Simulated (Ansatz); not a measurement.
Ni:
```cif
data_Ni4
_chemical_formula_sum 'Ni4'
_space_group_name_H-M_alt 'Fm-3m'
_space_group_IT_number 225
_space_group_name_Hall '-F 4 2 3'
_cell_length_a 3.45664
_cell_length_b 3.45664
_cell_length_c 3.45664
_cell_angle_alpha 90.000
_cell_angle_beta 90.000
_cell_angle_gamma 90.000
loop_
_atom_site_label
_atom_site_type_symbol
_atom_site_symmetry_multiplicity
_atom_site_Wyckoff_symbol
_atom_site_fract_x
_atom_site_fract_y
_atom_site_fract_z
_atom_site_occupancy
Ni1 Ni 4 a 0.00000 0.00000 0.00000 1
```
(The calculation used a cell of 1 atom; values per cell refer to that cell.)

Relaxed with PBEsol.

Task: Which orbitals make up the states near the Fermi level in the program Ansatz at the PBEsol level (PAW)?

Result: Within 0.5 eV of the Fermi level: Ni 3d 97 %. Projections are on Löwdin-orthogonalised atomic valence shells; empty p or d shells of many metals are not among them.

Task: Tabulate the density of states.

Result: States/eV per cell of 1 atom, in 0.25 eV bins, energy from the Fermi level.

```csv
E (eV),total,Ni 3d,Ni 4s
-7.85,0.09,0.00,0.08
-7.60,0.10,0.00,0.09
-7.35,0.11,0.00,0.10
-7.10,0.12,0.01,0.11
-6.85,0.13,0.01,0.12
-6.60,0.14,0.01,0.13
-6.35,0.16,0.02,0.14
-6.10,0.17,0.02,0.15
-5.85,0.20,0.04,0.16
-5.60,0.23,0.05,0.17
-5.35,0.27,0.08,0.19
-5.10,0.34,0.13,0.21
-4.85,0.53,0.28,0.24
-4.60,0.89,0.62,0.27
-4.35,0.99,0.74,0.23
-4.10,1.07,0.86,0.19
-3.85,1.50,1.33,0.13
-3.60,1.81,1.68,0.08
-3.35,1.52,1.44,0.02
-3.10,1.54,1.46,0.02
-2.85,1.56,1.47,0.03
-2.60,2.08,1.93,0.07
-2.35,2.23,2.06,0.08
-2.10,2.58,2.38,0.09
-1.85,2.97,2.83,0.07
-1.60,2.13,2.00,0.06
-1.35,1.73,1.64,0.04
-1.10,2.29,2.21,0.04
-0.85,2.48,2.42,0.03
-0.60,2.15,2.10,0.03
-0.35,2.35,2.30,0.03
-0.10,3.84,3.79,0.04
0.15,1.58,1.51,0.05
0.40,0.38,0.29,0.07
0.65,0.35,0.24,0.08
0.90,0.33,0.21,0.09
1.15,0.32,0.18,0.10
1.40,0.30,0.15,0.10
1.65,0.29,0.13,0.10
1.90,0.28,0.12,0.10
2.15,0.28,0.10,0.10
2.40,0.27,0.09,0.10
2.65,0.27,0.08,0.09
2.90,0.26,0.07,0.09
3.15,0.25,0.06,0.08
3.40,0.24,0.05,0.08
3.65,0.23,0.05,0.07
3.90,0.21,0.04,0.06
4.15,0.20,0.04,0.06
4.40,0.19,0.03,0.05
4.65,0.18,0.03,0.04
```

Symmetry was held in the PBEsol relaxation. The workflow began spin-polarised and lost its moments. Textbook magnetic order: ferromagnetic.

Potentials: the later of the program's two PAW sets.
